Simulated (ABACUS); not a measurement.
Consider a self-consistent single point of ZnS (Cm, 2 atoms in the cell; from Materials Project mp-10695, changed as shown).

```
ZnS
1.0
    0.00000     2.69368     2.69368
    2.66675     0.00000     2.66675
    2.69368     2.69368     0.00000
Zn S
1 1
Direct
  0.00000   0.00000   0.00000
  0.25000   0.25000   0.25000
```

Level of theory: PBE, PseudoDojo 0.5 standard norm-conserving PBE (tails mended) pseudopotentials (plane waves; ABACUS).

ABACUS settings:

- KPT = MP 7 7 7 0 0 0
- basis_type = pw
- dft_functional = PBE
- ecutwfc = 84 Ry
- smearing_method = fixed
- potentials = PseudoDojo 0.5 standard norm-conserving PBE (tails mended)
- symmetry = 1
- ks_solver = dav
- scf_nmax = 100
- scf_thr = 1.0e-09 Ry
- mixing_type = broyden
- mixing_beta = 0.4

Results:

- Number of valence electrons: 26
- Number of bands: 23
- Number of k-points after the program's reduction: 100
- Number of plane waves (most at a k-point): 3437
- Number of SCF iterations: 10
- FFT grid: 45 × 45 × 45
- Free energy E − TS: -5989.3765 eV
- Pressure: 3.13 GPa
- Largest force (vector length): 0.082 eV/Å

Forces (eV/Å):
```csv
atom,Fx,Fy,Fz
Zn1,0.034,-0.066,0.034
S2,-0.034,0.066,-0.034
```

Stress (GPa, positive for compression):
```
 3.19  -0.38   0.75
-0.38   2.99  -0.38
 0.75  -0.38   3.19
```

For comparison: a first run was changed to give this one (lattice vector b scaled by 0.99), and from it to this one the free energy goes up by 4.0 meV/atom, the pressure goes from 2.29 to 3.13 GPa and the largest force goes from 0.000 to 0.082 eV/Å.

The structure comes from a collection of computed structures, made at another level of theory; the collection holds predicted forms beside known ones.

Cost on one core: around 4 core-minutes (rough).

“Tails mended”: in these copies of the files the far tail of each local potential was reset to the Coulomb form.
